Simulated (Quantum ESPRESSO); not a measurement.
Cu₂O: magnetic shieldings

```xyz
6
Lattice="4.2467 0.0000 0.0000 0.0000 4.2467 0.0000 0.0000 0.0000 4.2467" Properties=species:S:1:pos:R:3 pbc="T T T"
Cu     1.0617     1.0617     3.1850
Cu     1.0617     3.1850     1.0617
Cu     3.1850     3.1850     3.1850
Cu     3.1850     1.0617     1.0617
O      2.1233     2.1233     2.1233
O      0.0000     0.0000     0.0000
```
The cell comes from the Materials Project (a computed structure). It is Cu2O in Pn-3m. Stability against distortions was not tested. The run has no spin polarisation.

These are absolute shieldings with no macroscopic susceptibility term; δ = σ_ref − σ needs a reference computed alike. By our sweeps, such settings leave a few ppm in absolute σ. With so small a Kohn–Sham gap, σ hangs strongly on the functional and the mesh. The structure is static (0 K, no zero-point motion).

What do the calculations give at each independent site (shieldings by GIPAW with PBE in a modified build of Quantum ESPRESSO, on JTH PAW datasets, 22.5 Ha, k-mesh 9×9×9 shifted, f-sum rule met within 0.002 %)?


| site | site symmetry | σ_iso (ppm) |
|---|---|---|
| Cu (atoms 1, 2, 3, 4) | -3m | -776 |
| O (atoms 5, 6) | -43m | 388 |
